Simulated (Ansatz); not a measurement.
Consider the following.

Relaxed HfN (rock salt):

```xyz
2
Lattice="0.0000 2.2739 2.2739 2.2739 0.0000 2.2739 2.2739 2.2739 0.0000" Properties=species:S:1:pos:R:3 pbc="T T T"
N      0.0000     0.0000     0.0000
Hf     2.2739     2.2739     2.2739
```

Scan: atom 2 (Hf, nearest neighbour N at 2.274 Å; its periodic images, 3.2 Å or more away, move with it) is displaced along Cartesian z, direction (0.000, 0.000, 1.000) in Cartesian axes, by s. The other atoms stay.

Method: PBE (plane waves to 420 eV, PAW, scalar-relativistic; Ansatz, a quantum-chemistry and plane-wave program). k mesh 14×14×14 (Γ-centred), Fermi-Dirac smearing 0.05 eV. E stands for the smeared free energy. With partly filled bands, energies and forces of such displacements shift with the k mesh and the smearing. HfN is run without spin polarisation. HfN was relaxed with its symmetry unable to fall. Spin-orbit coupling is left out, though Hf is heavy. The zero of ΔE is the undisplaced structure.

The scan covers s from -0.230 to 0.230 Å in 11 points.

Problem. Is this a single well or a double well?

Solution. A single well with its minimum at or next to zero displacement.

Problem. Is the energy the same for equal positive and negative displacements?

Solution. Even: the same for both signs. With its periodic images moving along, the atom's site symmetry in this cell is m-3m.

Problem. What is the force constant k = d²E/ds² of this move at s = 0?

Solution. 11.1 eV/Å².

Problem. With two atoms in the cell this is the zone-centre optical mode. What wavenumber follows?

Solution. 482 cm⁻¹.

(For displaced atoms, the force is minus the slope of the energy, and its curvature is a force constant, which sets phonon frequencies.)
